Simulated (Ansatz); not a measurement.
# How far is PAW off for Pd?

```yaml
crystal:
  lattice:
    - [0.00000, 1.94490, 1.92545]
    - [1.94490, 0.00000, 1.92545]
    - [1.94490, 1.94490, 0.00000]
  atoms:
    - { symbol: Pd, position: [0.00000, 0.00000, 0.00000] }
```

Conventional cell: a = 2.751 Å, b = 2.751 Å, c = 3.851 Å, α = 90.00°, β = 90.00°, γ = 90.00°. Around Pd (atom 1) lie 12 Pd at 2.74 to 2.75 Å.

The cell is COD entry 9008478, as deposited and not checked against the literature; nothing was relaxed. The listed cell was then made from it by scaling, straining or moving an atom.

Spin polarisation is left out, and whether a magnetic state lies lower isn't shown here.

Levels of theory: DFT, PBEsol, PAW with Ansatz's default frozen-core files, scalar-relativistic (Ansatz 0.2.0); DFT, PBEsol, all-electron PAW with datasets made for the crystal, scalar-relativistic (Ansatz 0.2.0); DFT, PBEsol, all-electron LAPW, scalar-relativistic (Ansatz 0.2.0).

For PAW: a Γ-centred 18×18×18 k mesh, Fermi–Dirac smearing of 0.05 eV, cutoff 420 eV, no spin polarisation; the PAW files were made with PBE, and the program remakes their frozen cores for this functional. The crystal-made all-electron datasets (AE datasets) take a cutoff of 280 eV at this cell. LAPW targets a basis error of 0.25 meV/atom. The Ansatz runs share mesh, smearing and spin set-up. Plane-wave (PAW) pressures include the program's estimate of the Pulay term.

Stress and pressure are positive in compression.

```
       quantity  PAW  AE datasets   LAPW
 pressure (GPa)    ?        -0.27  -0.27
stress xx (GPa)    ?        -0.47  -0.48
stress zz (GPa)    ?         0.15   0.15
```

(1) What belongs in the row "pressure (GPa)", column "PAW"?

(2) Give the missing entry: row "stress xx (GPa)", column "PAW".

(3) What belongs in the row "stress zz (GPa)", column "PAW"?

## Answers

(1) -0.22.

(2) -0.43.

(3) 0.20.
